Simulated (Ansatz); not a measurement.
SnS:
```
CELL_PARAMETERS angstrom
     11.15932     0.00000     0.00000
      0.00000     3.99963     0.00000
      0.00000     0.00000     4.26186
ATOMIC_POSITIONS crystal
  Sn 0.61848 0.25000 0.38804
  Sn 0.38152 0.75000 0.61196
  Sn 0.88152 0.75000 0.88804
  Sn 0.11848 0.25000 0.11196
  S  0.35290 0.25000 0.02486
  S  0.64710 0.75000 0.97514
  S  0.14710 0.75000 0.52486
  S  0.85290 0.25000 0.47514
```

Relaxed with PBE+D3(BJ). Special points in fractions of this cell's reciprocal vectors: Γ (0.000, 0.000, 0.000); X (0.500, 0.000, 0.000); S (0.500, 0.500, 0.000); Y (0.000, 0.500, 0.000); Z (0.000, 0.000, 0.500); U (0.500, 0.000, 0.500); R (0.500, 0.500, 0.500); T (0.000, 0.500, 0.500).

Task: List the band energies nearest the valence-band maximum at these points for DFT-PBE+D3(BJ) with spin–orbit coupling in the program Ansatz with PAW potentials.

Result: In eV from the valence-band maximum; about four levels below and three above (degenerate sets whole), none deeper than 8.9 eV; points with the same levels are listed once.

| k | below | above |
|---|---|---|
| Γ | -0.87 -0.87 -0.72 -0.72 | 0.74 0.74 2.98 2.98 |
| X | -0.76 -0.76 -0.76 -0.76 | 2.57 2.57 2.57 2.57 |
| S | -1.06 -1.06 -1.06 -1.06 | 1.51 1.51 1.51 1.51 |
| Y | -0.87 -0.87 -0.87 -0.87 | 1.10 1.10 1.10 1.10 |
| Z | -0.15 -0.15 -0.15 -0.15 | 1.34 1.34 1.34 1.34 |
| U | -0.09 -0.09 -0.09 -0.09 | 1.27 1.27 1.27 1.27 |
| R | -1.79 -1.79 -1.79 -1.79 | 2.48 2.48 2.48 2.48 |
| T | -1.62 -1.62 -1.62 -1.62 | 2.66 2.66 2.66 2.66 |

Space group Pnma. The cell was relaxed with PBE+D3(BJ) under the symmetry of its start.

Potentials: the earlier of the program's two PAW sets.
